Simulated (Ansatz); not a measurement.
Here is an unrelaxed guess for SnW.

```xyz
2
Lattice="0.0000 2.9766 2.9766 2.9766 0.0000 2.9766 2.9766 2.9766 0.0000" Properties=species:S:1:pos:R:3 pbc="T T T"
Sn    2.9766    2.9766    2.9766
W     0.0000    0.0000    0.0000
```

Theory: Ansatz, DFT PBE, scalar-relativistic, plane waves, PAW. Cutoff 420 eV; k points 6×6×6 on the computed 2-atom cell (Γ-centred); Gaussian smearing, width 0.10 eV; no spin polarisation.

The zero of energy is the elements' standard structures at the same level; no fitted shifts are applied. The references include grey tin.

Question: What does a single point on this coarse mesh give?

Answer: The pressure is -16.7 GPa (it wants to contract), the largest force is 0.00 eV/Å (symmetry fixes the atoms), and the energy is +1.77 eV/atom against the elements. The shortest distance is 2.98 Å.

Question: How much does it gain on relaxing, and where does it end?

Answer: Relaxing gains about 0.33 eV/atom (the start's value is from the coarse mesh, so the gain is rough) in 10 ionic steps and ends at +1.44 eV/atom on the finer mesh. The symmetry stays Fm-3m (No. 225). The end has the rock salt type. The volume per atom shrinks by 19.3 %, from 26.4 to 21.3 Å³. The shortest distance goes from 2.98 Å (Sn–W) to 2.77 Å (Sn–W). Conventional cell: a = 5.543 Å. Sn has 6 W at 2.77 Å; around W lie 6 Sn at 2.77 Å.

The last run used an 18×18×18 mesh for its 2-atom cell and Gaussian smearing of 0.10 eV. These runs have no spin–orbit coupling, which can matter for W. The cell is a metal run without spin; a magnetic state may lie lower. The relaxation can't lower the symmetry of the start. Symmetry constrained the relaxation, so the result can be a saddle point. Another cell of SnW relaxed alike, in Pm-3m, lies 0.64 eV/atom lower, so this cell isn't the stable form at this level.
